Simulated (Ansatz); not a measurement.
Ca2Bi:
```cif
data_Bi4Ca8
_chemical_formula_sum 'Ca8 Bi4'
_space_group_name_H-M_alt 'I4/mmm'
_space_group_IT_number 139
_space_group_name_Hall '-I 4 2'
_cell_length_a 4.78299
_cell_length_b 4.78299
_cell_length_c 16.82116
_cell_angle_alpha 90.000
_cell_angle_beta 90.000
_cell_angle_gamma 90.000
loop_
_atom_site_label
_atom_site_type_symbol
_atom_site_symmetry_multiplicity
_atom_site_Wyckoff_symbol
_atom_site_fract_x
_atom_site_fract_y
_atom_site_fract_z
_atom_site_occupancy
Ca1 Ca 4 c 0.00000 0.50000 0.00000 1
Ca2 Ca 4 e 0.00000 0.00000 0.32582 1
Bi1 Bi 4 e 0.00000 0.00000 0.13637 1
```
(The calculation used a cell of 6 atoms; values per cell refer to that cell.)

Relaxed at zero pressure with DFT-PBEsol in the program Ansatz with PAW potentials.

**Question.** The volume is lowered by 6 % and shape and atoms relax at that volume. What pressure results, and how do the axes share the change?

**Answer.** 2.3 GPa; a -2.3 %, b -2.3 %, c -1.4 %; the energy rises by 13 meV/atom.

**Question.** Give the new structure.

**Answer.** 
Space group I4/mmm (No. 139); a = b = 4.671 Å, c = 16.579 Å, α = β = γ = 90.00°

| atom | site | symmetry | x | y | z |
|---|---|---|---|---|---|
| Ca | 4c | mmm. | 0.0000 | 0.5000 | 0.0000 |
| Ca | 4e | 4mm | 0.0000 | 0.0000 | 0.3258 |
| Bi | 4e | 4mm | 0.0000 | 0.0000 | 0.1371 |

The phase is kept; no other phase was compared at this pressure.

The workflow started from an entry of the Crystallography Open Database (COD). Whether it is the stable phase at ambient conditions was not checked. The cell was relaxed with PBEsol under the symmetry of its start; its stability against distortions is not shown here. Axis ratios of metals converge slowly with the k-mesh, so a and c are less sure than the volume. Spin–orbit coupling is left out wherever it is not named.

Potentials: the later of the program's two PAW sets.
